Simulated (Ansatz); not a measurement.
Cs₂NaBiSe₆, a known structure type with other elements, at an estimated volume

```
Se Na Bi Cs
1.0
     0.00000    5.24832    5.24832
     5.24832    0.00000    5.24832
     5.24832    5.24832    0.00000
Se Na Bi Cs
6 1 1 2
Direct
  0.76000 0.24000 0.24000
  0.24000 0.76000 0.24000
  0.24000 0.76000 0.76000
  0.76000 0.24000 0.76000
  0.24000 0.24000 0.76000
  0.76000 0.76000 0.24000
  0.50000 0.50000 0.50000
  0.00000 0.00000 0.00000
  0.25000 0.25000 0.25000
  0.75000 0.75000 0.75000
```

Single point in Ansatz 0.2.0 with PBE, no spin polarisation. Cutoff 420 eV, PAW datasets, 6×6×6 Γ-centred k mesh, fermi-dirac filling (width 0.1 eV).

Forces: The largest is on Se5 (and as large on other atoms): 1.85 eV/Å, components (0.00, 0.00, 1.85). It makes 180° with the line to a nearest neighbour, Bi8 at 2.52 Å, pointing away from it.
Stress: The pressure is 9.0 GPa (compression positive), so with the atoms held at these fractions the cell would first expand; the forces are large, so a full relaxation may end otherwise.
Contacts: Se–Bi at 2.52 Å: least valence density 0.57 e/Å³ and ELF 0.49 there. Se–Na at 2.73 Å: least valence density 0.11 e/Å³ and ELF 0.03 there. Cs–Se at 3.71 Å: least valence density 0.06 e/Å³ and ELF 0.06 there. These are pseudo-fields; inside the PAW spheres they differ from the all-electron ones.
At the Fermi level: It is a metal, with about 8.7 states/eV a cell as the mean within 0.25 eV of the Fermi level, mostly Se p (97 %).

Origin: a known structure type with other elements, at an estimated volume, so it need not be a known compound. Caveats: many states at the Fermi level without spin polarisation, so a magnetic state may lie lower; atoms or cell far from equilibrium.
